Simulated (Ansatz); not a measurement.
Relaxed Si (diamond):

```
Si
1.0
    0.00000     5.44431     5.44431
    2.72216     2.72216     5.44431
    2.72216     2.72216     0.00000
Si
4
Direct
  0.00000   0.50000   0.50000
  0.50000   0.50000   0.50000
  0.00000   0.75000   0.75000
  0.50000   0.75000   0.75000
```

The atoms are displaced by Q × the pattern below (from a DFPT mode at X = (0.5, 0.5, 0.0), largest move 1; Q in Å), at fixed cell. It is one choice among 2 degenerate patterns. (q is in reciprocal vectors of the primitive cell; the cell shown is doubled to hold the pattern.)

```tsv
atom	x	y	z
Si1	-0.129	0.992	0.000
Si2	0.129	-0.992	0.000
Si3	-0.992	0.129	0.000
Si4	0.992	-0.129	0.000
```

These are r2SCAN (plane waves to 500 eV, PAW, scalar-relativistic; Ansatz, a quantum-chemistry and plane-wave program) values and carry that method's errors. k mesh 10×10×10 (Γ-centred), Fermi-Dirac smearing 0.05 eV. E stands for the smeared free energy. Compression counts positive. Si was relaxed with its symmetry unable to fall. The zero of ΔE is the undisplaced structure.

| Q (Å) | ΔE (eV/cell) | −dE/dQ from forces (eV/Å) | P (GPa) |
|---|---|---|---|
| -0.100 | 0.441 | 8.882 | 2.06 |
| -0.083 | 0.306 | 7.372 | 1.43 |
| -0.067 | 0.195 | 5.878 | 0.91 |
| -0.050 | 0.110 | 4.397 | 0.51 |
| -0.033 | 0.049 | 2.925 | 0.22 |
| -0.017 | 0.012 | 1.461 | 0.05 |
| 0.000 | 0.000 | 0.000 | 0.00 |
| 0.017 | 0.012 | -1.461 | 0.05 |
| 0.033 | 0.049 | -2.925 | 0.22 |
| 0.050 | 0.110 | -4.397 | 0.51 |
| 0.067 | 0.195 | -5.878 | 0.91 |
| 0.083 | 0.306 | -7.372 | 1.43 |
| 0.100 | 0.441 | -8.882 | 2.06 |

Derived quantities:

| Item | Result |
|---|---|
| Energy at Q = 0.100 Å | 441 meV/cell |
| Space group of the distorted cell | P222_1 (No. 17), lowered from Fd-3m |
| Symmetry of the curve | even: the same for both signs |
| Shape of the curve | a single well with its minimum at or next to zero displacement |
| Harmonic wavenumber from the curvature (finite differences) | 461 cm⁻¹ |

(For displaced atoms, the force is minus the slope of the energy, and its curvature is a force constant, which sets phonon frequencies.)
